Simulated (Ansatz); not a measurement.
Input:

InAg3:
```
CELL_PARAMETERS angstrom
      4.08518     0.00000     0.00000
      0.00000     4.08518     0.00000
      0.00000     0.00000     4.08518
ATOMIC_POSITIONS crystal
  In 0.00000 0.00000 0.00000
  Ag 0.00000 0.50000 0.50000
  Ag 0.50000 0.00000 0.50000
  Ag 0.50000 0.50000 0.00000
```

This is the LDA-relaxed structure.

Problem. All from LDA in the plane-wave PAW code Ansatz, unless another level is named. Estimate the density of states at the Fermi level.

Solution. 0.29 states/eV per atom (mean over ±0.08 eV).

Problem. Predict the formation energy from the elements (no fitted shifts).

Solution. -0.069 eV/atom.

Space group Pm-3m (Cu3Au type). The workflow started from a Materials Project entry (that database holds measured and hypothetical structures alike); the Crystallography Open Database files this formula in space group No. 221, but the cells were not matched. Whether it is the stable phase at ambient conditions was not checked. The LDA relaxation kept the symmetry of its start; of distortions, only those at the zone centre were tested. The run is not spin-polarised. The references are the lowest solids computed at this level, not always the standard phases. Spin–orbit coupling is left out wherever it is not named.

Potentials: the later of the program's two PAW sets.
